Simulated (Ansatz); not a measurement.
Ca2Si (space group Pnma)

```
CELL_PARAMETERS angstrom
      7.27248     0.00000     0.00000
      0.00000     4.74909     0.00000
      0.00000     0.00000     8.81450
ATOMIC_POSITIONS crystal
  Ca 0.33852 0.75000 0.07518
  Ca 0.66148 0.25000 0.92482
  Ca 0.16148 0.25000 0.57518
  Ca 0.83852 0.75000 0.42482
  Ca 0.01869 0.25000 0.18500
  Ca 0.98131 0.75000 0.81500
  Ca 0.48131 0.75000 0.68500
  Ca 0.51869 0.25000 0.31500
  Si 0.75044 0.25000 0.60288
  Si 0.24956 0.75000 0.39712
  Si 0.74956 0.75000 0.10288
  Si 0.25044 0.25000 0.89712
```

Method: LDA (plane waves to 420 eV, PAW, scalar-relativistic; Ansatz, a first-principles code). DFPT wavenumbers on a 4×6×4 k mesh, in cm⁻¹; i marks imaginary ones, q is in fractions of the reciprocal vectors of the cell shown, and the three acoustic modes at Γ are left out. The non-analytic (LO-TO) term is not included, so polar modes at Γ have their transverse values. Ca2Si was relaxed with its symmetry unable to fall.

Task: Is the structure dynamically stable at Γ?

Result: No imaginary mode at these points (lowest 99 cm⁻¹ at Γ); other wave vectors were not tested.

Task: List the wavenumbers at Γ, with degeneracies.

Result: 
```tsv
q	wavenumbers (cm⁻¹)
Γ	99, 100, 106, 111, 112, 114, 132, 135, 147, 150, 156, 158, 162, 165, 171, 176, 178, 184, 192, 198, 207, 210, 216, 217, 223, 249, 251, 255, 261, 263, 266, 267, 271
```
